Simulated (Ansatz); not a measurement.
zincblende-structured TaBi

Computed with Ansatz (plane waves, PAW, 420 eV cutoff): PBE, scalar-relativistic, no spin polarisation, 10×10×10 k-mesh, Gaussian smearing of 0.05 eV; PAW files: Ansatz's generated set soft_2.

```xyz
2
Lattice="0.0000 3.2305 3.2305 3.2305 0.0000 3.2305 3.2305 3.2305 0.0000" Properties=species:S:1:pos:R:3 pbc="T T T"
Ta    0.0000    0.0000    0.0000
Bi    1.6152    1.6152    1.6152
```

The structure was built from a prototype; whether the compound forms in it isn't claimed.

The cell has space group F-43m (read at 0.01 Å). In it the stress is -0.02, -0.02, -0.02, 0.00, 0.00, 0.00 GPa and the largest force component 0.000 eV/Å. Each change below starts from this cell, without further relaxation. Stress is in GPa, positive in compression, in the order xx, yy, zz, yz, xz, xy; energies are counted from the cell above and are free energies with the smearing's entropy, which match forces and stress in a metal.

What happens when atom 2 (Bi) is moved by 0.08 Å along z?

The energy changes by 24.1 meV per cell, and the force on it along the shift is -0.597 eV/Å (−F/u = 7.46 eV/Å²). Stress: 0.23, 0.23, -0.10, 0.00, 0.00, -2.78.
```
atom  Fx (eV/Å)     Fy      Fz
 Ta1      0.000  0.000   0.597
 Bi2      0.000  0.000  -0.597
```
In a harmonic crystal the energy would rise by −½F·u = ½ × 7.46 × 0.08² eV = 23.9 meV, which matches.

What happens when atom 2 (Bi) is moved by 0.02 Å along x?

The energy changes by 1.5 meV per cell, and the force on it along the shift is -0.152 eV/Å (−F/u = 7.59 eV/Å²). Stress: -0.02, 0.00, 0.00, -0.69, 0.00, 0.00.
```
atom  Fx (eV/Å)     Fy     Fz
 Ta1      0.152  0.000  0.000
 Bi2     -0.152  0.000  0.000
```
In a harmonic crystal the energy would rise by −½F·u = ½ × 7.59 × 0.02² eV = 1.5 meV, which matches.

What stress follows from an engineering strain of -2 % in xy, atoms carried along?

0.01, 0.01, 0.03, 0.00, 0.00, 0.87 GPa; the energy changes by 3.7 meV per cell.
```tsv
atom	Fx (eV/Å)	Fy	Fz
Ta1	0.000	0.000	-0.290
Bi2	0.000	0.000	0.290
```
The change of the stress over the strain gives a clamped-atom stiffness of about 44 GPa for this component.
In a harmonic crystal the energy would rise by V(½Cε² − σ₀ε), with σ₀ the stress of the unstrained cell, = 3.7 meV, which matches.

A single strain component, atoms carried along, gave the stress 0.09, 0.04, 0.04, -1.31, 0.00, 0.00. Which component, and about how large?

An engineering strain of 3 % in yz; the energy changes by 8.3 meV per cell.

All atoms and the cell are disturbed at random:
```xyz
2
Lattice="0.0131 3.2279 3.3184 3.2132 0.0553 3.2762 3.2708 3.2433 -0.0023" Properties=species:S:1:pos:R:3 pbc="T T T"
Ta    0.0987   -0.1180   -0.1510
Bi    1.5256    1.7496    1.7991
```
Give the energy change, the stress and the forces.

1104.5 meV per cell; stress 6.52, 5.65, 4.77, 11.43, -12.31, -14.54 GPa.
| atom | Fx (eV/Å) | Fy | Fz |
| --- | --- | --- | --- |
| Ta1 | -3.590 | 3.528 | 4.102 |
| Bi2 | 3.590 | -3.528 | -4.102 |

All atoms and the cell are disturbed at random:
```xyz
2
Lattice="-0.0195 3.2630 3.2895 3.1971 -0.0024 3.2725 3.1792 3.2281 0.0155" Properties=species:S:1:pos:R:3 pbc="T T T"
Ta   -0.0268    0.1037    0.0184
Bi    1.6161    1.5185    1.6260
```
Give the energy change, the stress and the forces.

174.8 meV per cell; stress 1.03, -0.57, 1.22, -1.71, 6.90, 1.02 GPa.
```
atom  Fx (eV/Å)      Fy      Fz
 Ta1      0.320  -1.428  -0.157
 Bi2     -0.320   1.428   0.157
```

No spin–orbit coupling, a notable omission for heavy elements.
